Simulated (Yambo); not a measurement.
SiO$_{2}$ (space group Ima2, No. 46), G0W0@PBEsol in Yambo with this input:

```
rim_cut
gw0
dyson
el_el_corr
HF_and_locXC
ppa
em1d
RandQpts= 1000000
RandGvec= 1 Ry
EXXRLvcs= 84 Ry
VXCRLvcs= 336 Ry
Chimod= "HARTREE"
% BndsRnXp
 1 | 304 |
%
NGsBlkXp= 7 Ry
% LongDrXp
 1.0 | 1.0 | 1.0 |
%
PPAPntXp= 27.2114 eV
% GbndRnge
 1 | 304 |
%
GTermKind= "BG"
DysSolver= "n"
ExtendOut
```

On a 2×2×2 mesh, with wavefunctions cut at 84 Ry, the gap ((0, -0.5, -0.5) → Γ) is 8.811 eV and the valence edge shifts by -1.944 eV.

**Question.** What happens with this change: 1 Ry block?

**Answer.** The gap rises by 1.104 eV, to 9.915 eV; the shift of the valence edge becomes -2.911 eV. Neither run is shown to be the converged limit.

Geometry of the Materials Project entry, not relaxed at this level; primitive cell a = b = c = 7.0025 Å, α = 90.28°, β = 105.10°, γ = 137.28°.

This is not the ordinary phase of the substance; no match was found in the copy of COD used, and its stability was not checked.

A shift is the quasiparticle energy of the state minus its PBEsol energy.
